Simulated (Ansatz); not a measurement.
# Vibrational response of TiAl₃

Computed with DFT PBE, scalar-relativistic, plane waves, PAW (Ansatz 0.2.0). Settings: 420 eV plane-wave cutoff, Γ-centred 18×18×18 mesh, Fermi-Dirac smearing of 0.15 eV. No spin polarisation. Phonons by linear response, acoustic sum rule imposed.

Equilibrium structure at this level:
```
CELL_PARAMETERS angstrom
-1.92607 1.92607 4.30102
1.92607 -1.92607 4.30102
1.92607 1.92607 -4.30102
ATOMIC_POSITIONS crystal
Ti 0.00000 0.00000 0.00000
Al 0.50000 0.50000 0.00000
Al 0.75000 0.25000 0.50000
Al 0.25000 0.75000 0.50000
```

It was relaxed at this level from a Materials Project cell. In a metal, frequencies depend on the k mesh and the smearing, soft modes most.

Optical modes at Γ:
```json
{"frequency (cm⁻¹)": "195", "degeneracy": "1"}
{"frequency (cm⁻¹)": "221", "degeneracy": "2"}
{"frequency (cm⁻¹)": "253", "degeneracy": "1"}
{"frequency (cm⁻¹)": "318", "degeneracy": "1"}
{"frequency (cm⁻¹)": "330", "degeneracy": "2"}
{"frequency (cm⁻¹)": "339", "degeneracy": "2"}
```

All 9 optical modes at Γ are real: no displacement of atoms at fixed cell lowers the energy to second order. Strains and modes at other wave vectors aren't tested by this run.
